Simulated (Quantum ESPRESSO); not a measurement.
# Mg2ZnCaO4: a curve over strain

A calculation, not a measurement. The program is pw.x of Quantum ESPRESSO 7.5 (plane-wave density functional theory). The cell is made up: 8 atoms on a rocksalt lattice, with randomly drawn elements, strain and displacements, not relaxed. PseudoDojo standard norm-conserving files (v0.5 for PBE, v0.4.1 for LDA and PBEsol) set the functional; there is no spin polarisation, spin-orbit coupling or dispersion term, and the masses in the input are unused placeholders.

Seven runs add a strain to one cell (the same along x and y); the atoms follow the cell and are not relaxed. Stress in the table is positive in tension.

Input of the run at +0.0065:

```
&control calculation='scf', pseudo_dir='./dojo.nc.sr.pbe.v0_5.standard.upf', outdir='./o', disk_io='low', tprnfor=.true., tstress=.true. /
&system ibrav=0, nat=8, ntyp=4, nbnd=43, ecutwfc=84.00895049, nosym=.true., tot_charge=0,
 occupations='smearing', smearing='fd', degauss=0.0018374661
/
&electrons conv_thr=7.350e-09, electron_maxstep=60, /
ATOMIC_SPECIES
Ca 1.0 Ca.upf
Mg 1.0 Mg.upf
O 1.0 O.upf
Zn 1.0 Zn.upf
CELL_PARAMETERS angstrom
4.4417 0.0 0.0
0.0 4.4417 0.0
0.0 0.0 4.413
ATOMIC_POSITIONS angstrom
Mg 0.0233 -0.1012 0.0687
Mg 0.1095 2.3113 2.1189
Zn 2.2423 -0.1242 2.2453
Ca 2.2308 2.1919 -0.1035
O 2.3158 0.0597 -0.0269
O 2.2444 2.2035 2.1113
O 4.5724 0.0158 2.2345
O 4.4842 2.2018 0.0003
K_POINTS automatic
4 4 4 1 1 1
```

| added strain | free energy less that of the input shown (eV) | stress xx (GPa) | stress yy (GPa) | stress zz (GPa) | stress xy (GPa) | pressure (GPa) | iterations |
| --- | --- | --- | --- | --- | --- | --- | --- |
| -0.0208 | 0.2412 | -14.07 | -14.19 | -8.59 | 0.25 | 12.28 | 12 |
| -0.0176 | 0.1961 | -12.58 | -12.69 | -7.94 | 0.24 | 11.07 | 12 |
| -0.0117 | 0.1252 | -9.96 | -10.06 | -6.76 | 0.21 | 8.93 | 12 |
| +0.0065 | 0.0000 | -3.03 | -3.07 | -3.34 | 0.14 | 3.15 | 12 |
| +0.0131 | -0.0143 | -0.89 | -0.90 | -2.17 | 0.11 | 1.32 | 12 |
| +0.0163 | -0.0159 | 0.09 | 0.09 | -1.62 | 0.10 | 0.48 | 12 |
| +0.0214 | -0.0115 | 1.56 | 1.58 | -0.75 | 0.09 | -0.80 | 12 |

A cubic fit gives a slope of stress xx against the added strain of 368 GPa at zero added strain, with the atoms clamped. Across the table the free energy follows the integral of the stress to within 2.1 meV. A rerun of one of the cells at 1437 eV and a 6 x 6 x 6 mesh moved values by no more than 0.002 eV in energy, 0.05 GPa in stress and 0.006 eV/Å in force.